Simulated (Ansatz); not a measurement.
AlIr (rock salt, Fm-3m), a = b = c = 5.007 Å, α = β = γ = 90.00°; the cell used has 2 atoms.

Relaxed with r²SCAN.

Task: Tabulate the valence density and the electron localisation function along the shortest Ir–Al contact (2.50 Å), the program Ansatz at the r²SCAN level (PAW).

Result: 

| distance from Ir (Å) | density (e/Å³) | ELF |
|---|---|---|
| 0.25 | 9.14 | 0.48 |
| 0.38 | 8.03 | 0.54 |
| 0.50 | 6.37 | 0.57 |
| 0.63 | 4.43 | 0.56 |
| 0.75 | 2.66 | 0.51 |
| 0.88 | 1.44 | 0.43 |
| 1.00 | 0.85 | 0.37 |
| 1.13 | 0.59 | 0.37 |
| 1.25 | 0.44 | 0.43 |
| 1.38 | 0.37 | 0.51 |
| 1.50 | 0.32 | 0.56 |
| 1.63 | 0.27 | 0.53 |
| 1.75 | 0.21 | 0.39 |
| 1.88 | 0.16 | 0.18 |
| 2.00 | 0.11 | 0.05 |
| 2.13 | 0.07 | 0.02 |
| 2.25 | 0.06 | 0.07 |

The density is the valence pseudo-density with augmentation charge, so density and ELF within about 1 Å of a nucleus are not all-electron values.

The start of the workflow was typed in or built on a structure type; neither database checked (COD, Materials Project) lists it. Its standing as an ambient phase is unchecked. The r²SCAN relaxation kept the symmetry of its start. At this level the phase is mechanically unstable. No spin polarisation was allowed. Scalar-relativistic: spin–orbit coupling is off unless named, which matters more the heavier the elements.

Potentials: the earlier of the program's two PAW sets.
